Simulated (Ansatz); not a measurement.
Ir (fcc (Cu type)), relaxed and computed with several functionals in Ansatz (plane waves, PAW). Much of their spread follows the volume that each gives.

| functional | V (Å³/atom) | K_Hill (GPa) |
|---|---|---|
| r²SCAN | 14.20 | 378 |
| PBEsol | 14.05 | 387 |
| r²SCAN+D4 | 14.10 | 387 |
| LDA | 13.84 | 405 |
| PBE+D3(BJ) | 14.16 | ? |
| PBE | 14.50 | 348 |

### Question
Fit a straight line to ln K against ln V and predict the withheld value.

### Answer
Least squares on the 5 shown rows: ln K = -3.25 × ln V + (14.550), with a scatter of 1 %. For PBE+D3(BJ) this gives 378. The run itself gave 374, within the scatter.

All cells were relaxed under the symmetry of their starts (and spin orders); stability against distortions was not tested throughout. Rows with no word on spin ran without spin polarisation. Scalar-relativistic: spin–orbit coupling is off unless named, which matters more the heavier the elements.

Potentials: the later of the program's two PAW sets.

Ansatz (a quantum-chemistry and plane-wave program) is a plane-wave DFT program.
